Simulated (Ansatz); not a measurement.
NiRuN2:
```cif
data_N2NiRu
_chemical_formula_sum 'Ru1 Ni1 N2'
_space_group_name_H-M_alt 'P 1'
_space_group_IT_number 1
_cell_length_a 6.31828
_cell_length_b 6.31828
_cell_length_c 6.31828
_cell_angle_alpha 25.757
_cell_angle_beta 25.757
_cell_angle_gamma 25.757
loop_
_space_group_symop_operation_xyz
  'x, y, z'
loop_
_atom_site_label
_atom_site_type_symbol
_atom_site_fract_x
_atom_site_fract_y
_atom_site_fract_z
_atom_site_occupancy
Ru1 Ru 0.50000 0.50000 0.50000 1
Ni1 Ni 0.00000 0.00000 0.00000 1
N1 N 0.90221 0.90221 0.90221 1
N2 N 0.09779 0.09779 0.09779 1
```

Relaxed with DFT-PBE in the program Ansatz with PAW potentials. Indices refer to the conventional cell of R-3m, a = b = 2.8164 Å, c = 18.3164 Å, α = β = 90.00°, γ = 120.00°.

Simulate the powder diffraction pattern (neutron, λ = 1.5401 Å; lines above 1 %) up to 2θ = 90°.

Simulated powder pattern, neutron, λ = 1.5401 Å (kinematic, ideal powder, no thermal factors, coherent scattering alone; the 30 strongest lines at most, above 1 %, up to 2θ = 90°):

```csv
2θ (°),d (Å),I/Imax (%),hkl
14.49,6.105,1.2,(0003)
37.14,2.418,65,(1 0 -1 1)
38.14,2.357,100,(0 1 -1 2)
41.92,2.153,1.2,(1 0 -1 4)
44.47,2.035,13,(0009)
44.58,2.030,32,(0 1 -1 5)
51.14,1.784,1.9,(1 0 -1 7)
54.94,1.669,43,(0 1 -1 8)
60.60,1.526,19,(0 0 0 12)
63.44,1.465,99,(1 0 -1 10)
66.30,1.408,94,(1 1 -2 0)
68.10,1.375,28,(0 1 -1 11)
78.19,1.221,4.4,(0 0 0 15)
78.52,1.217,20,(0 2 -2 1)
79.14,1.209,32,(2 0 -2 2)
83.36,1.158,31,(1 1 -2 9)
83.44,1.157,13,(2 0 -2 5)
83.81,1.153,1.1,(0 1 -1 14)
```

The start of the workflow was typed in or built on a structure type; neither database checked (COD, Materials Project) lists it. Its standing as an ambient phase is unchecked. The cell was relaxed with PBE under the symmetry of its start; whether a distortion lowers the energy is not shown. The workflow began spin-polarised and lost its moments. Its formation energy is positive at this level, so the cell may be metastable or incomplete.

Potentials: the later of the program's two PAW sets.
